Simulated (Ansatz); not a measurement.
Hf: two-dimensional strain map

Theory: DFT PBE, scalar-relativistic, plane waves, PAW in Ansatz. The runs took a 420 eV cutoff, a Γ-centred 18×18×10 mesh and Gaussian smearing (0.15 eV). Spin–orbit coupling is left out, which can shift energies with elements as heavy as these. No spin polarisation. Energies are free energies at this smearing, counted from the undisturbed cell; pressure is positive in compression.

Reference structure (as given, not relaxed at this level; it stands at 0.8 GPa):

```
Hf
1.0
     3.19670    0.00000    0.00000
    -1.59835    2.76842    0.00000
     0.00000    0.00000    5.05780
Hf
2
Direct
  0.33333 0.66667 0.25000
  0.66667 0.33333 0.75000
```

The cell is strained by p along both x and y and by q along z, fractional coordinates fixed. Points are written (p, q).

Energy above the undisturbed cell in meV/atom (a dash: not computed):

| p \ q | -0.030 | -0.015 | 0.000 | 0.015 | 0.030 |
| --- | --- | --- | --- | --- | --- |
| -0.030 | 76.0 | 54.5 | 40.4 | ? | 31.6 |
| -0.015 | 37.2 | – | ? | – | 11.8 |
| 0.000 | 16.5 | 4.8 | 0.0 | 1.5 | 8.8 |
| 0.015 | 12.2 | – | 4.5 | – | ? |
| 0.030 | 22.9 | ? | 23.7 | 33.1 | 47.9 |

Q: Fill in the withheld energies.

A: (-0.030, 0.015): 33.0; (-0.015, 0.000): 11.5; (0.015, 0.030): 21.2; (0.030, -0.015): 20.1.